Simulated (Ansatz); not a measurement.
# HBr — ⁷⁹Br nuclear quadrupole resonance

Cell: a structure deposited in the COD whose atoms were relaxed with PBE, the cell held.

```
H Br
1.0
     3.06000   -2.72000    0.00000
     3.06000    2.72000    0.00000
     0.00000    0.00000    5.61400
H Br
2 2
Direct
  0.95279 0.04721 0.81690
  0.04721 0.95279 0.31690
  0.76483 0.23517 0.00410
  0.23517 0.76483 0.50410
```

Atom numbers follow the list; atoms alike are taken as one site, whose name carries the number of the first.

Method: Kohn–Sham DFT in Ansatz, PBE, plane waves and PAW, scalar-relativistic, 420 eV cutoff, Γ-centred 7×7×5 k-points, Fermi–Dirac smearing 0.02 eV.

⁷⁹Br: I = 3/2, Q = 308.7 mb (year-2017 value). Static lattice, zero field.

Q: At which frequencies do the ⁷⁹Br NQR lines lie?

A: For I = 3/2 there is one line, ν = (|C_Q|/2)(1 + η²/3)^½.

```json
{"site": "Br", "atoms": "3, 4", "V_zz (10²¹ V/m²)": "59.2", "C_Q (MHz)": "442", "η": "0.23", "line frequencies (MHz)": "222.9"}
```

Q: And for ⁸¹Br (I = 3/2, Q = 257.9 mb) on Br?

A: C_Q scales with Q to 369 MHz, with lines at 186.2 MHz.

At Br V_zz points along its bond to H (within 2°).
